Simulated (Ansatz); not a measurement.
ZnCu2GeS4 in space group I-4 (No. 82; Pearson symbol tI16), PBE (plane waves, PAW; program Ansatz), all energies at zero smearing, with the estimated change up to a 700 eV cutoff added, with one set of potentials and settings (totals compare only within such a set). Cell of 8 atoms (2 Cu, 1 Zn, 1 Ge, 4 S): -24476.303 eV.

```
element             reference phase  E (eV/atom)
-------  --------------------------  -----------
Cu       Fm-3m, 1 atoms in the cell   -6625.1757
Zn        C2/m, 3 atoms in the cell   -3319.0295
Ge       Fd-3m, 2 atoms in the cell   -4294.9847
S        Fddd, 32 atoms in the cell    -902.0599
```

Formation energy per atom, worked out: (-24476.303 − 2×(-6625.1757) − 1×(-3319.0295) − 1×(-4294.9847) − 4×(-902.0599))/8 = -0.462 eV/atom (-45 kJ per mol of atoms), at 0 K, without zero-point energy or fitted corrections.

Symmetry was held in the PBE relaxation. No spin polarisation was allowed. The references are the lowest solids computed at this level, not always the standard phases.

Potentials: the later of the program's two PAW sets.
